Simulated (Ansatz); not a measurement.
A relaxed cell of Ca2SiSe6 is given with its symmetry left out. The cell was found from a structure generator's guess, not taken from experiment.

These are results of DFT PBE, scalar-relativistic, plane waves, PAW in Ansatz 0.2.0, not measurements. Cutoff 420 eV, Γ-centred mesh, Gaussian smearing, no spin polarisation.

```
Ca Si Se
1.0
    -2.66501    4.36800    6.27876
     2.66501   -4.36800    6.27876
     2.66501    4.36800   -6.27876
Ca Si Se
2 1 6
Direct
  0.14350 0.14350 0.00000
  0.85650 0.85650 0.00000
  0.00000 0.50000 0.50000
  0.00000 0.00000 0.50000
  0.50000 0.50000 0.50000
  0.50000 0.00000 0.00000
  0.00000 0.50000 0.00000
  0.58832 0.58832 0.00000
  0.41168 0.41168 0.00000
```

Energies over the elements count from the elements' standard structures at the same level, with no fitted energy shifts.

Question: What space group does it have?

Answer: Immm (No. 71). Conventional cell: a = 5.330 Å, b = 8.736 Å, c = 12.558 Å. Ca is surrounded by 4 Se at 2.89 Å, 2 Si at 3.22 Å, 1 Se at 3.37 Å and 1 Ca at 3.60 Å; Si has 4 Ca at 3.22 Å; Se on a site of symmetry -1 is surrounded by 2 Se at 2.67 Å, 2 Ca at 2.89 Å and 2 Se at 3.27 Å; Se on a site of symmetry mm2 has 1 Se at 2.22 Å, 4 Se at 3.27 Å and 1 Ca at 3.37 Å.

Question: How far does it lie from the elements in energy?

Answer: −0.10 eV/atom. Whether it is stable depends on the other phases of the system, which aren't compared here.

Question: Is it a metal?

Answer: Yes, bands cross the Fermi level on the 8×8×8 mesh.

The last run used an 8×8×8 mesh for its 9-atom cell and Gaussian smearing of 0.10 eV. The cell is a metal run without spin; a magnetic state may lie lower. The reference form of Se is held partly by dispersion forces, which this level lacks. Symmetry constrained the relaxation, so the result can be a saddle point.
